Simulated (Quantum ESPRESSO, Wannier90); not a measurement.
# Wannier functions of CsH (rock salt)

Cell from Materials Project (mp-1057286), symmetrised, no further relaxation. COD (Crystallography Open Database) has an entry of this formula and space group (matched by these alone). Level: PBEsol, no spin polarisation, no spin-orbit coupling; pw.x of Quantum ESPRESSO at 58 Ry with PseudoDojo potentials, 8×8×8 k-points, Wannier90. Density: 8×8×8 mesh, cold smearing 0.01 Ry. Spin-orbit coupling is left out although heavy elements are present.

```
begin unit_cell_cart
ang
    0.0000000000    3.1912550000    3.1912550000
    3.1912550000    0.0000000000    3.1912550000
    3.1912550000    3.1912550000    0.0000000000
end unit_cell_cart
mp_grid = 8 8 8
```

Problem. Which shells of neighbouring k-points and which b-vectors and weights does Wannier90 pick for this cell and mesh?

Solution. 
```
 *---------------------------------- K-MESH ----------------------------------*
 +----------------------------------------------------------------------------+
 |                    Distance to Nearest-Neighbour Shells                    |
 |                    ------------------------------------                    |
 |          Shell             Distance (Ang^-1)          Multiplicity         |
 |          -----             -----------------          ------------         |
 |             1                   0.213137                      8            |
 |             2                   0.246109                      6            |
 |             3                   0.348051                     12            |
 |             4                   0.408126                     24            |
 |             5                   0.426274                      8            |
 |             6                   0.492219                      6            |
 |             7                   0.536383                     24            |
 |             8                   0.550318                     24            |
       ... (lines left out)
 +----------------------------------------------------------------------------+
 | The b-vectors are chosen automatically                                     |
 | The following shells are used:                       1                     |
 +----------------------------------------------------------------------------+
 |                        Shell   # Nearest-Neighbours                        |
 |                        -----   --------------------                        |
 |                          1               8                                 |
 +----------------------------------------------------------------------------+
 | Completeness relation is fully satisfied [Eq. (B1), PRB 56, 12847 (1997)]  |
 +----------------------------------------------------------------------------+
 |                  b_k Vectors (Ang^-1) and Weights (Ang^2)                  |
 |                  ----------------------------------------                  |
 |            No.         b_k(x)      b_k(y)      b_k(z)        w_b           |
 |            ---        --------------------------------     --------        |
 |             1         0.123055    0.123055   -0.123055     8.254927        |
 |             2         0.123055   -0.123055    0.123055     8.254927        |
 |             3        -0.123055    0.123055    0.123055     8.254927        |
 |             4         0.123055    0.123055    0.123055     8.254927        |
 |             5        -0.123055   -0.123055    0.123055     8.254927        |
 |             6        -0.123055    0.123055   -0.123055     8.254927        |
 |             7         0.123055   -0.123055   -0.123055     8.254927        |
 |             8        -0.123055   -0.123055   -0.123055     8.254927        |
```
